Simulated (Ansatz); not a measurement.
LaAl₃As₂H₆O₁₄ — electric field gradients

The cell is a structure deposited in the COD whose atoms were relaxed with PBE, the cell held.

```yaml
crystal:
  lattice:
    - [3.51580, 2.02985, 5.50503]
    - [-3.51580, 2.02985, 5.50503]
    - [0.00000, -4.05970, 5.50503]
  atoms:
    - { symbol: La, position: [0.00000, 0.00000, 0.00000] }
    - { symbol: Al, position: [0.00000, 0.00000, 0.50000] }
    - { symbol: Al, position: [0.50000, 0.00000, 0.00000] }
    - { symbol: Al, position: [0.00000, 0.50000, 0.00000] }
    - { symbol: H, position: [0.31949, 0.71428, 0.31949] }
    - { symbol: H, position: [0.31949, 0.31949, 0.71428] }
    - { symbol: H, position: [0.71428, 0.31949, 0.31949] }
    - { symbol: H, position: [0.68051, 0.28572, 0.68051] }
    - { symbol: H, position: [0.28572, 0.68051, 0.68051] }
    - { symbol: H, position: [0.68051, 0.68051, 0.28572] }
    - { symbol: As, position: [0.31647, 0.31647, 0.31647] }
    - { symbol: As, position: [0.68353, 0.68353, 0.68353] }
    - { symbol: O, position: [0.58184, 0.58184, 0.58184] }
    - { symbol: O, position: [0.41816, 0.41816, 0.41816] }
    - { symbol: O, position: [0.14880, 0.54092, 0.14880] }
    - { symbol: O, position: [0.14880, 0.14880, 0.54092] }
    - { symbol: O, position: [0.54092, 0.14880, 0.14880] }
    - { symbol: O, position: [0.85120, 0.45908, 0.85120] }
    - { symbol: O, position: [0.45908, 0.85120, 0.85120] }
    - { symbol: O, position: [0.85120, 0.85120, 0.45908] }
    - { symbol: O, position: [0.26095, 0.88973, 0.26095] }
    - { symbol: O, position: [0.26095, 0.26095, 0.88973] }
    - { symbol: O, position: [0.88973, 0.26095, 0.26095] }
    - { symbol: O, position: [0.73905, 0.11027, 0.73905] }
    - { symbol: O, position: [0.11027, 0.73905, 0.73905] }
    - { symbol: O, position: [0.73905, 0.73905, 0.11027] }
```

Sites (sets of like atoms) are named by element and the number of their first atom in this list.

Computed with Ansatz: DFT, PBE, plane waves and PAW, scalar-relativistic, 420 eV cutoff, Γ-centred 4×4×4 k-points, Fermi–Dirac smearing 0.02 eV.

V_zz is the principal component of the electric field gradient with the largest magnitude, η = (V_xx − V_yy)/V_zz and C_Q = eQV_zz/h. Directions are in the Cartesian axes of the cell vectors above, for the atom listed; none is given where the gradient is under 0.02 or η is above 0.95.

```csv
site,first atom,first shell,V_zz (10²¹ V/m²),η,"direction of V_zz (x, y, z)"
La,1,12 O at 2.62–2.72 Å,0.17,0.00,0.00 0.00 1.00
Al,2,6 O at 1.89–1.91 Å,0.95,0.10,0.00 0.60 0.80
H,5,1 O at 1.00 Å; also 1 O at 1.69 Å,2.77,0.06,0.82 -0.47 -0.32
As,11,4 O at 1.68–1.70 Å,-4.14,0.00,0.00 0.00 1.00
O13,13,1 As at 1.68 Å; also 3 H at 1.69 Å,13.01,0.00,0.00 0.00 1.00
O15,15,"1 As at 1.70 Å, 1 Al at 1.91 Å, angle 124°; also 1 La at 2.62 Å",12.73,0.47,0.79 -0.46 0.40
O21,21,"1 H at 1.00 Å, 2 Al at 1.89 Å; also 1 La at 2.72 Å",8.92,0.69,0.81 -0.47 -0.34
```

An axis of threefold or higher order runs through La, As and O13, so V_zz lies along it and η is zero. At H V_zz points along its bond to O (within 1°). At O15 V_zz points along the shorter of its two bonds, to As (within 3°). At O21 V_zz points along its shortest bond, to H (within 2°).

At this cell the PBE pressure is 5 GPa, so with PBE the cell would grow if it were relaxed. Without spin–orbit coupling (the program notes it for La) the gradients are little affected as a rule: paired runs on crystals with a gap mostly move them by under 2 % at such atoms. The entry's hydrogen positions were far off; the other atoms hardly move on relaxation.
